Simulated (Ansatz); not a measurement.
GaSb:
```yaml
crystal:
  lattice:
    - [0.00000, 2.84782, 2.84782]
    - [2.84782, 0.00000, 2.84782]
    - [2.84782, 2.84782, 0.00000]
  atoms:
    - { symbol: Sb, position: [0.00000, 0.00000, 0.00000] }
    - { symbol: Ga, position: [0.50000, 0.50000, 0.50000] }
```

Relaxed with PBEsol. Special points in fractions of this cell's reciprocal vectors: Γ (0.000, 0.000, 0.000); X (0.500, 0.000, 0.500); U (0.625, 0.250, 0.625); K (0.375, 0.375, 0.750); L (0.500, 0.500, 0.500); W (0.500, 0.250, 0.750).

Task: List the band energies nearest the Fermi level at these points for plane-wave PAW PBEsol (Ansatz code).

Result: In eV from the Fermi level; about four levels below and three above (degenerate sets whole), none deeper than 8.9 eV; points with the same levels are listed once.

```csv
k,below,above
Γ,–,0.14 0.14 0.14 0.14
X,-5.35 -3.94 -2.51 -2.51,2.90 9.17 9.17
U,-6.15 -4.79 -1.84 -0.73,5.34 6.34 7.40
L,-7.61,0.48 0.48 2.16 2.16
W,-8.63 -5.95 -4.27 -4.27,2.26 3.37 6.76 6.76
```

Space group Fm-3m (rock salt). A made-up cell: these elements were put on the sites of a structure type; neither database checked (COD, Materials Project) lists it. It is not the phase usual at ambient conditions (space group No. 216). The PBEsol relaxation kept the symmetry of its start; of distortions, only those at the zone centre were tested. Scalar-relativistic: spin–orbit coupling is off unless named, which matters more the heavier the elements.

Potentials: the later of the program's two PAW sets.
